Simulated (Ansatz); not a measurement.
BN:
Space group P6₃/mmc (No. 194); a = 2.487 Å, b = 2.487 Å, c = 6.536 Å, α = 90.00°, β = 90.00°, γ = 120.00°

```json
[
 {"atom": "B", "site": "2b", "symmetry": "-6m2", "x": "0.0000", "y": "0.0000", "z": "0.2500"},
 {"atom": "N", "site": "2d", "symmetry": "-6m2", "x": "0.6667", "y": "0.3333", "z": "0.2500"}
]
```

Relaxed at zero pressure with LDA in the plane-wave PAW code Ansatz.

Problem. The volume is raised by 6 % and shape and atoms relax at that volume. What pressure results, and how do the axes share the change?

Solution. -1.0 GPa; a 0.1 %, b 0.1 %, c 5.8 %; the energy rises by 2 meV/atom.

Problem. Give the new structure.

Solution. 
Space group P6₃/mmc (No. 194); a = b = 2.490 Å, c = 6.914 Å, α = β = 90.00°, γ = 120.00°

```
atom  site  symmetry       x       y       z
----  ----  --------  ------  ------  ------
B       2b      -6m2  0.0000  0.0000  0.2500
N       2d      -6m2  0.6667  0.3333  0.2500
```

The phase is kept; no other phase was compared at this pressure.

Space group P6_3/mmc. The workflow started from a Materials Project entry (that database holds measured and hypothetical structures alike). Its sites differ from those of the usual phase in this space group: another stacking or structure type. Symmetry was held in the LDA relaxation; phonons on a q-mesh show no instability. A crystal of weakly bound layers computed without a dispersion correction: the cell and the soft elastic constants depend strongly on that.

Potentials: the earlier of the program's two PAW sets.
